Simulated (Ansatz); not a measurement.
TiB2: all-electron results

```
Ti B
1.0
     3.02593    0.00000    0.00000
    -1.51296    2.62053    0.00000
     0.00000    0.00000    3.22877
Ti B
1 2
Direct
  0.00000 0.00000 0.00000
  0.33333 0.66667 0.50000
  0.66667 0.33333 0.50000
```

Atoms are numbered in the order listed.

Structure from Materials Project entry mp-1145 (possibly hypothetical), not relaxed further.

Methods: DFT, PBEsol, all-electron LAPW, scalar-relativistic (Ansatz 0.2.0); DFT, PBEsol, PAW with Ansatz's default frozen-core files, scalar-relativistic (Ansatz 0.2.0).

For LAPW: a Γ-centred 12×12×10 k mesh, Fermi–Dirac smearing of 0.03 eV, basis error target 1 meV/atom, no spin polarisation. PAW takes a cutoff of 420 eV at this cell (files made with PBE, cores remade for this functional). The Ansatz runs share mesh, smearing and spin set-up. Values come from LAPW unless marked.

```
Band gap                                 : none: bands cross the Fermi level, a metal
Stress xx, yy, zz (compression positive) : -3.56, -3.56, -6.74 GPa
Bader charges (from the PAW run)         : Ti1 +1.41, B2 -0.71 e
Pressure at this cell                    : -46.2 kbar
Volume per atom                          : 8.53 Å³
```

Q: Density of states at the Fermi level (0.2 eV bin): what does the calculation give?

A: 0.21 states/eV per cell.

Q: Löwdin charges (with 0.04 e of the cell spilling out of the atomic basis, so their sizes and signs hang on that basis): what does the calculation give?

A: Ti1 0.87, B2 -0.42 e.
